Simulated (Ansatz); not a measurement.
CaO:
```
CaO
1.0
    0.00000     2.41539     2.41539
    2.41539     0.00000     2.41539
    2.41539     2.41539     0.00000
Ca O
1 1
Direct
  0.00000   0.00000   0.00000
  0.50000   0.50000   0.50000
```

x, y and z are the axes in which the lattice vectors are written.

Question: Give the high-frequency dielectric tensor and the Born effective charge tensors of the independent atoms from DFPT, PBE in the plane-wave PAW code Ansatz.

Answer: 
ε∞:
```
3.79  0.00  0.00
0.00  3.79  0.00
0.00  0.00  3.79
```
Z* of atom 1 (Ca), rows: field, columns: displacement, in e:
```
2.35  0.00  0.00
0.00  2.35  0.00
0.00  0.00  2.35
```
Z* of atom 2 (O), rows: field, columns: displacement, in e:
```
-2.35   0.00   0.00
 0.00  -2.35   0.00
 0.00   0.00  -2.35
```

Static charges for comparison (Bader): Ca1 +1.48, O2 -1.48 e. Born charges measure polarisation by displacement and can exceed these by far.

Space group Fm-3m (rock salt). The PBE relaxation kept the symmetry of its start; phonons on a q-mesh show no instability.

Potentials: the later of the program's two PAW sets.
